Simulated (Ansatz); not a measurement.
BaSi₂:
```
BaSi2
1.0
    6.66045     0.00000     0.00000
    0.00000     6.66045     0.00000
    0.00000     0.00000     6.66045
Ba Si
4 8
Direct
  0.62500   0.37500   0.87500
  0.37500   0.87500   0.62500
  0.87500   0.62500   0.37500
  0.12500   0.12500   0.12500
  0.83137   0.83137   0.83137
  0.91863   0.08137   0.58137
  0.66863   0.16863   0.33137
  0.58137   0.91863   0.08137
  0.33137   0.66863   0.16863
  0.41863   0.41863   0.41863
  0.16863   0.33137   0.66863
  0.08137   0.58137   0.91863
```

Relaxed with PBEsol.

Problem. Map the electron localisation function on the plane through (0.625, 0.375, 0.875) spanned by u = [1, 0, 0] and v = [0, 1, 1] in lattice vectors, from PBEsol (plane waves, PAW; program Ansatz).

Solution. x is the fraction of u, y of v (the angle between them is 90°; rows are the nearest grid lines); atoms in the plane: Ba at (0.00, 0.00), Si at (0.29, 0.71), Si at (0.71, 0.29).
```
y \ x   0.000  0.0909  0.182  0.273  0.364  0.455  0.545  0.636  0.727  0.818  0.909   1.00
------  -----  ------  -----  -----  -----  -----  -----  -----  -----  -----  -----  -----
1.00    0.000   0.729  0.612  0.117  0.488  0.600  0.600  0.488  0.117  0.615  0.724  0.000
0.925   0.832   0.865  0.256  0.103  0.309  0.573  0.790  0.898  0.550  0.249  0.864  0.832
0.850   0.256   0.140  0.301  0.621  0.677  0.736  0.807  0.928  0.789  0.113  0.111  0.256
0.775   0.156   0.526  0.739  0.518  0.730  0.756  0.656  0.556  0.210  0.059  0.044  0.156
0.700   0.365   0.652  0.600  0.457  0.416  0.762  0.251  0.094  0.269  0.198  0.090  0.365
0.625   0.349   0.522  0.648  0.736  0.927  0.877  0.174  0.271  0.689  0.520  0.134  0.349
0.550   0.285   0.239  0.239  0.523  0.750  0.572  0.110  0.113  0.315  0.192  0.095  0.285
0.450   0.285   0.095  0.191  0.316  0.113  0.110  0.572  0.751  0.523  0.239  0.239  0.285
0.375   0.349   0.134  0.519  0.690  0.271  0.173  0.877  0.927  0.736  0.648  0.522  0.349
0.300   0.365   0.090  0.197  0.266  0.095  0.251  0.762  0.415  0.455  0.600  0.652  0.365
0.225   0.156   0.044  0.059  0.211  0.556  0.656  0.756  0.730  0.518  0.739  0.526  0.156
0.150   0.256   0.111  0.113  0.789  0.928  0.807  0.736  0.677  0.621  0.300  0.140  0.256
0.0750  0.832   0.864  0.249  0.549  0.898  0.791  0.573  0.309  0.103  0.255  0.865  0.832
0.000   0.000   0.729  0.612  0.117  0.488  0.600  0.600  0.488  0.117  0.615  0.724  0.000
```

The density is the valence pseudo-density with augmentation charge, so density and ELF within about 1 Å of a nucleus are not all-electron values.

Space group P4_332. The workflow started from a Materials Project entry (that database holds measured and hypothetical structures alike); the Crystallography Open Database copy checked does not list it. COD files the formula under space group No. 62, 191, so this cell is another polymorph or a model. Its standing as an ambient phase is unchecked. The cell was relaxed with PBEsol under the symmetry of its start; its stability against distortions is not shown here. Scalar-relativistic: spin–orbit coupling is off unless named, which matters more the heavier the elements.

Potentials: the later of the program's two PAW sets.
